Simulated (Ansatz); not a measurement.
## Property card for TePb$_{4}$Se$_{3}$

The calculation used Ansatz 0.2.0, DFT PBE, scalar-relativistic, plane waves, PAW.

Cutoff 420 eV; k points 6×6×6 on the computed 8-atom cell (Γ-centred); Gaussian smearing, width 0.01 eV; no spin polarisation.

The structure is relaxed at this level of theory with its symmetry kept, and needn't be the ground state of this composition.

```xyz
8
Lattice="6.3177 0.0000 0.0000 0.0000 6.3177 0.0000 0.0000 0.0000 6.3177" Properties=species:S:1:pos:R:3 pbc="T T T"
Te    3.1588    3.1588    3.1588
Pb    0.0000    0.0000    0.0000
Pb    3.1588    0.0000    3.1588
Pb    0.0000    3.1588    3.1588
Pb    3.1588    3.1588    0.0000
Se    0.0000    3.1588    0.0000
Se    3.1588    0.0000    0.0000
Se    0.0000    0.0000    3.1588
```

| Item | Value |
| --- | --- |
| Space group | Pm-3m (No. 221) |
| Volume per atom | 31.52 Å³ |
| Formation energy from the elements' standard states (uncorrected) | -0.500 eV/atom |
| Kohn–Sham band gap | 0.30 eV |
| Orbital (Löwdin) character of the top 1 eV of the valence band | Se 4p 53 %, Te 5p 23 %, Pb 6s 13 %, Pb 6p 9 % |
| Orbital (Löwdin) character of the lowest 1 eV of the conduction band | Pb 6p 73 %, Se 4s 11 %, Se 4p 10 % |
| Bader charge by site (e) | Te (1 in the cell) -0.68, Pb (1 in the cell) 0.90, Pb (3 in the cell) 0.82, Se (3 in the cell) -0.89 |

Spin-orbit coupling is left out, which matters for the bands of heavy elements.

The cell was found from a structure generator's guess, not taken from experiment. Kohn–Sham gaps at this level usually fall short of measured ones. Löwdin shares on free-atom orbitals overweight diffuse shells in the empty bands.
